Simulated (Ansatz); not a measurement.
## Si$_{2}$W$_{3}$ (P4/mbm), random displacements

Method: Ansatz 0.2.0, DFT PBEsol, scalar-relativistic, plane waves, PAW. Cutoff 420 eV, Γ-centred 6×6×12 k-points, Gaussian smearing of 0.15 eV. Spin–orbit coupling is left out, which can shift energies with elements as heavy as these. No spin polarisation. Energies are free energies at this smearing, counted from the undisturbed cell; pressure is positive in compression.

The starting cell (relaxed at this level; it needn't be the usual structure):

```
CELL_PARAMETERS angstrom
6.58244 0.00000 0.00000
0.00000 6.58244 0.00000
0.00000 0.00000 3.27491
ATOMIC_POSITIONS crystal
Si 0.13408 0.63408 0.00000
Si 0.86592 0.36592 0.00000
Si 0.63408 0.86592 0.00000
Si 0.36592 0.13408 0.00000
W 0.50000 0.50000 0.00000
W 0.00000 0.00000 0.00000
W 0.65986 0.15986 0.50000
W 0.34014 0.84014 0.50000
W 0.15986 0.34014 0.50000
W 0.84014 0.65986 0.50000
```

The atoms are displaced (Å, in the unstrained cell):

| atom | ux | uy | uz |
| --- | --- | --- | --- |
| Si1 | -0.045 | 0.081 | -0.011 |
| Si2 | 0.036 | -0.045 | -0.048 |
| Si3 | 0.018 | -0.102 | -0.033 |
| Si4 | -0.029 | -0.045 | 0.000 |
| W5 | -0.006 | -0.008 | 0.078 |
| W6 | 0.022 | 0.054 | -0.029 |
| W7 | 0.079 | 0.037 | -0.045 |
| W8 | -0.045 | 0.044 | 0.068 |
| W9 | -0.057 | -0.081 | 0.026 |
| W10 | 0.026 | 0.067 | -0.007 |

Strain (Voigt, engineering shear): (-0.0840, 0.0292, -0.0204, 0.0517, -0.0023, 0.1612).

Q: What are the energy change, the stress and the forces?

A: ΔE = 400.8 meV/atom; stress (xx, yy, zz, yz, xz, xy; compression positive) (56.13, 29.80, 32.68, -8.77, 1.55, -23.56) GPa.
```csv
atom,Fx (eV/Å),Fy,Fz
Si1,1.45,-1.25,0.57
Si2,-1.62,1.66,0.54
Si3,-0.71,2.50,0.20
Si4,1.82,0.14,0.70
W5,-0.42,-0.10,-0.53
W6,-1.07,-1.38,0.63
W7,-1.73,-1.08,0.62
W8,1.00,-0.37,-1.39
W9,2.72,0.57,-1.82
W10,-1.44,-0.69,0.49
```

Cost: 1 run of about 1.1 core-minutes, on AMD EPYC 9R45 (Zen 5) (shared hosts).